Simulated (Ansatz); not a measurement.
Start of a relaxation of BF:

```cif
data_structure
_symmetry_space_group_name_H-M 'Cc'
_symmetry_Int_Tables_number 9
_cell_length_a 4.5002
_cell_length_b 3.2886
_cell_length_c 4.9251
_cell_angle_alpha 90.000
_cell_angle_beta 99.653
_cell_angle_gamma 90.000
_cell_volume 71.86
loop_
_atom_site_label
_atom_site_type_symbol
_atom_site_symmetry_multiplicity
_atom_site_Wyckoff_symbol
_atom_site_fract_x
_atom_site_fract_y
_atom_site_fract_z
_atom_site_occupancy
B1 B 4 a 0.25000 0.24680 0.00000 1
F1 F 4 a 0.48850 0.91710 0.25370 1
```

Theory: DFT PBE, scalar-relativistic, plane waves, PAW (Ansatz 0.2.0). Cutoff 420 eV, Gaussian smearing, Γ-centred meshes. Cell and atoms relax first on a coarse mesh and then on a converged one. In between, the cell is made exact in the group found at 0.06 Å. The steps can't lower the symmetry of their start. No spin polarisation.

A guess keeps its type if space group and coordination stay and the shape of the cell changes little (axis ratios within about 15 %, angles within 6°); the volume may change.

Task: Will the relaxed cell still be of the starting type?

Result: It doesn't keep its type. The symmetry stays Cc (No. 9). The volume per atom grows by 32.6 %, from 9.0 to 11.9 Å³. The shortest distance goes from 1.83 Å (B–F) to 1.53 Å (B–F). Counting neighbours within 15 % of an atom's shortest distance, the start has B 4, F 4 and the end B 2, F 2. In detail, at the end B has 2 F at 1.53 Å; F is surrounded by 2 B at 1.53 Å.

```
B F
1.0
     1.59075   -1.59078    0.00000
     1.59075    1.59078    0.00000
    -0.23714    0.00000    9.41264
B F
2 2
Direct
  0.99178 0.50496 0.93189
  0.50496 0.99178 0.43189
  0.49681 0.48345 0.32181
  0.48345 0.49681 0.82181
```

The last run used a 12×12×4 mesh (in the run's order of axes) for its 4-atom cell and Gaussian smearing of 0.02 eV. No dispersion correction is applied, so the spacing and binding between layers, chains or molecules are poorly described. Symmetry constrained the relaxation, so the result can be a saddle point.
